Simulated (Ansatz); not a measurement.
# In: what symmetry allows forces and stress to be

```
In
1.0
     1.69922    0.98105    9.09157
    -1.69922    0.98105    9.09157
     0.00000   -1.96209    9.09157
In
3
Direct
  0.00000 0.00000 0.00000
  0.79045 0.79045 0.79045
  0.20955 0.20955 0.20955
```

The calculation used DFT PBEsol, scalar-relativistic, plane waves, PAW in Ansatz 0.2.0.

Plane waves to 420 eV, a k mesh through Γ of 15×15×15 on the computed 3-atom cell and Gaussian smearing (0.10 eV); no spin polarisation.

This distorted cell has space group R-3m, with 12 operations.

Problem. Without a calculation: in which directions can each atom feel a force?

Solution. A force must be left unchanged by every operation that keeps its atom in place, so it lies in the space that those operations leave fixed. Atoms that the group maps onto each other feel forces of one size.
| atom | site symmetry | operations at the site | equivalent to atom | allowed force (Cartesian) |
| --- | --- | --- | --- | --- |
| In1 | -3m | 12 | 1 | none |
| In2 | 3m | 6 | 2 | along (0.00, 0.00, 1.00) |
| In3 | 3m | 6 | 2 | along (0.00, 0.00, 1.00) |

That leaves 1 independent force component of 9. A relaxation in this cell that keeps the symmetry moves the atoms in these directions alone.

Problem. And the stress tensor?

Solution. It must be invariant under the point group, which leaves 2 independent components: yz, xz, xy vanish; xx = yy.

Problem. Do the computed values obey this?

Solution. Yes. Forces (eV/Å):
```
In1  0.000  0.000  0.000
In2  0.000  0.000 -0.998
In3  0.000  0.000  0.998
```

Stress (GPa, compression positive, xx yy zz yz xz xy): -2.74 -2.74 -1.84 0.00 0.00 0.00. The program imposes the same operations on density, forces and stress, so this confirms the analysis and is no independent test of the calculation.

This form isn't the element's structure at ambient conditions.